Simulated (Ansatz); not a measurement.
Q: Name crystals whose computed values (PBEsol (plane waves, PAW; program Ansatz)) fall in these windows: B₀ by P(V) fit (GPa) 150 to 200; Θ_D (K) 420 to 570.

A: 

```tsv
crystal	B₀ by P(V) fit (GPa)	Θ_D (K)
LuN, rock salt	184	496
LaFeO3, cubic perovskite	183	518
AlNi, CsCl type	173	529
Nb2GaC, P6_3/mmc (Nb on 4f, Ga on 2d, C on 2a)	188	521
InGaN2, P3m1 (In on 1a, Ga on 1c, N on 1c, N on 1a)	154	460
```
Others may fit too.

Spin orders computed, not proven ground states: LaFeO3, cubic perovskite ferromagnetic. Standing as an ambient phase not checked: LuN, rock salt; LaFeO3, cubic perovskite; Nb2GaC, P6_3/mmc (Nb on 4f, Ga on 2d, C on 2a); InGaN2, P3m1 (In on 1a, Ga on 1c, N on 1c, N on 1a). Perhaps ordered models of mixed-site phases: InGaN2, P3m1 (In on 1a, Ga on 1c, N on 1c, N on 1a). All cells were relaxed under the symmetry of their starts (and spin orders); stability against distortions was not tested throughout. Rows with no word on spin ran without spin polarisation. No Hubbard U is applied. Scalar-relativistic: spin–orbit coupling is off unless named, which matters more the heavier the elements.

Potentials: the later of the program's two PAW sets.
